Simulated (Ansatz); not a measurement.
# Surface calculation: hcp Zn (0001), 3 layers

The slab is cut from the hcp crystal, the stable phase, as relaxed on PAW files (13.53 Å³/atom), with 16 Å of vacuum and a dipole correction:

```xyz
3
Lattice="2.5746 0.0000 0.0000 -1.2873 2.2297 0.0000 0.0000 0.0000 20.7136" Properties=species:S:1:pos:R:3 pbc="T T T"
Zn    0.0000    0.0000    8.0000
Zn    0.0000    1.4864   10.3568
Zn    0.0000    0.0000   12.7136
```

All numbers are LDA results (scalar-relativistic) from Ansatz 0.2.0, with a Γ-centred 16×16×1 k mesh, Fermi–Dirac smearing of 0.1 eV, no spin polarisation. Methods: LAPW: all electrons, basis error target 1 meV/atom; PAW: frozen-core files, cutoff 420 eV.

The bulk energy comes from a cell in the slab's orientation on a 16×16×8 mesh. The surface energy is (E(slab) − N·E(bulk))/2A at zero smearing, the mean of both faces; thin slabs carry quantum-size effects.

The PAW files were made under PBE.

**Question.** As cut, the LAPW slab lies 0.413 eV above 3 atoms of bulk. What surface energy is that?

**Answer.** Over two faces of 5.74 Å² it is 36.0 meV/Å², and times 16.02 J/m² per eV/Å² that gives γ = 0.576 J/m².

```csv
method,γ as cut (J/m²),γ relaxed (J/m²),Φ as cut (eV),Φ relaxed (eV)
LAPW,0.576,0.571,4.62,4.66
```

**Question.** How do the spacings between the planes relax?

**Answer.** From the bottom face up: d12 -1.6 % of 2.357 Å, d23 -1.6 % of 2.357 Å.

**Question.** What changes if the images along the normal are cut off in place of the dipole correction?

**Answer.** LAPW then gives: no gap, work function 4.66 eV; PAW: no gap, work function 4.66 eV.

**Question.** What changes if the vacuum is set to 11 Å?

**Answer.** LAPW then gives: no gap, work function 4.66 eV; PAW: no gap, work function 4.65 eV. The program warns that the vacuum is too thin.

**Question.** A 2p core hole is made on one atom of each kind in every 1×1 cell (PAW hole dataset, neutral cell, valence without spin). What does it cost by layer?

**Answer.** layer 1 1025.28 eV, layer 2 1025.45 eV. Shifts between layers mean more than the absolute values, and a whole layer of holes screens otherwise than one hole.
